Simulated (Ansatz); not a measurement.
Input and command of a calculation in Ansatz (plane waves; scalar-relativistic PAW potentials unless the input names others):

```yaml
crystal:
  lattice:
    - [2.2451574644, 1.2962422665, 7.6949153965]
    - [-2.2451574644, 1.2962422665, 7.6949153965]
    - [0.0, -2.5924845329, 7.6949153965]
  atoms:
    - { symbol: K, position: [0.5, 0.5, 0.5] }
    - { symbol: Na, position: [0.0, 0.0, 0.0] }
    - { symbol: Br, position: [0.7506407465, 0.7506407465, 0.7506407465] }
    - { symbol: Br, position: [0.2493592535, 0.2493592535, 0.2493592535] }
basis:
  ecutwfc: 420
kpoints:
  mp_grid: { grid: [6, 6, 6] }
hamiltonian:
  xc: pbesol
scf:
  occupations: { method: gaussian, width: 0.02 }
  max_iter: 1
output:
  forces: true
  eigenvalues: true
  stress: true
```

```bash
ansatz run input.yaml --threads 1 --pin off --max-ram 1331MiB --backend cpu --events-out ev --progress --plain --runs-dir out
```

Abridged log:
```
Basis set: ecut = 420 eV, 2635 PW (Γ), FFT grids on a1−a3, a2−a3, a3, exchange–correlation on 64×64×120 points (8 copies of the dense FFT grid, shifted against one another)
Bands: 20, of which v1, the nominal top of the filled ones, is band 16 counted from 1 (15 counted from 0)
Symmetry: 12 space group operations
k-points: 32 of 216
SCF iter   1: F=—  HF=-8471.253320 eV  |F-HF|=—  |Δ(HF+E_count)|=         —  Δρ=2.06e-3  dr2=5.90e-3  ethr=1.77e-3  ⟨swp⟩=5.2  Hψ=7679  notcnv=0
```

Question: What is wrong with this input?

Answer: The fault is too few SCF iterations (scf.max_iter: not typed → 1, the first being the value of the sound run). Setting it back cures it. The log, from which this was withheld above, says: «Error: did not converge after 1 iterations: dr2 = 5.90e-3 (threshold 1.00e-7), under the density mixer `msr1`, which `scf.mixing.algorithm: auto` chose by the deck's other keys (type `scf.mixing.algorithm: msr1` to keep it); raise `scf.max_iter`, which need not help a stalled SCF, or adjust the mixing (`scf.mixing`) or, under a smearing, its width (`scf.occupations.width` …» The run stopped without converging. A reference run from the same start on usual settings converged with pressure -1.12 GPa, largest force 0.427 eV/Å, gap on the mesh 3.84 eV.